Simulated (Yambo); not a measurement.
Yambo run on Ba$_{2}$RuH$_{6}$ (space group Fm-3m, No. 225). The wavefunctions come from this Quantum ESPRESSO step (PBEsol, PseudoDojo standard norm-conserving files, scalar-relativistic):

```
&CONTROL
  calculation = 'nscf'
  pseudo_dir = './pseudo'
  outdir = './out'
/
&SYSTEM
  ibrav = 0
  nat = 9
  ntyp = 3
  ecutwfc = 84.0
  ecutrho = 336.0
  occupations = 'fixed'
  force_symmorphic = .true.
  nbnd = 188
/
&ELECTRONS
  conv_thr = 9.000000000000001e-09
  diago_full_acc = .true.
  diago_thr_init = 1e-08
/
ATOMIC_SPECIES
H 1.0080 H.upf
Ru 101.0700 Ru.upf
Ba 137.3270 Ba.upf
CELL_PARAMETERS angstrom
  0.000000000000   4.033655000000   4.033655000000
  4.033655000000   0.000000000000   4.033655000000
  4.033655000000   4.033655000000   0.000000000000
ATOMIC_POSITIONS crystal
H   0.785770000000   0.785770000000   0.214230000000
H   0.214230000000   0.214230000000   0.785770000000
H   0.214230000000   0.785770000000   0.785770000000
H   0.785770000000   0.214230000000   0.214230000000
H   0.785770000000   0.214230000000   0.785770000000
H   0.214230000000   0.785770000000   0.214230000000
Ru   0.000000000000   0.000000000000   0.000000000000
Ba   0.750000000000   0.750000000000   0.750000000000
Ba   0.250000000000   0.250000000000   0.250000000000
K_POINTS automatic
2 2 2 0 0 0
```

Yambo input:

```
rim_cut
gw0
dyson
el_el_corr
HF_and_locXC
ppa
em1d
RandQpts= 1000000
RandGvec= 1 Ry
EXXRLvcs= 84 Ry
VXCRLvcs= 336 Ry
Chimod= "HARTREE"
% BndsRnXp
 5 | 186 |
%
NGsBlkXp= 7 Ry
% LongDrXp
 1.0 | 1.0 | 1.0 |
%
PPAPntXp= 27.2114 eV
% GbndRnge
 1 | 186 |
%
GTermKind= "BG"
DysSolver= "n"
ExtendOut
% QPkrange
 1 | 1 | 21 | 22 |
 2 | 2 | 21 | 22 |
 3 | 3 | 21 | 22 |
%
```

k points by index: 1 = Γ, 2 = L, 3 = X.

The o-*.qp file then holds:

```
#    K-point    Band    Eo [eV]    E [eV]    E-Eo [eV]    Vxc [eV]    Vnlxc [eV]    Sc|Eo [eV]    Sc|E [eV]    dSc/dw|Eo [eV]    Re(Z)    Im(Z)
#
    1    21    0.000000    -0.274969    -0.274969    -18.81030    -22.57882    3.411067    3.493545    -8.157046    0.769365    -0.001887
    1    22    2.720909    3.553035    0.832127    -12.94806    -7.867219    -4.056482    -4.248713    -6.285078    0.812363    -0.001403
    2    21    -0.172231    -0.472161    -0.299930    -18.18031    -21.86900    3.299283    3.388752    -8.112249    0.770340    -0.002003
    2    22    3.180998    3.996767    0.815769    -13.48644    -8.559854    -3.914320    -4.110813    -6.552774    0.805920    -0.001938
    3    21    -0.236235    -0.539647    -0.303413    -18.09519    -21.81608    3.326520    3.417483    -8.152939    0.769453    -0.002035
    3    22    1.741387    2.444131    0.702743    -12.56692    -8.252451    -3.455094    -3.611729    -6.064149    0.817757    -0.001316
```
(The two width columns are left out.) Convergence of these settings isn't established.

Spin-orbit coupling is not included.

Geometry of the Materials Project entry, not relaxed at this level.

The structure is a Materials Project entry; no match was found in the copy of COD used, and its stability was not checked.
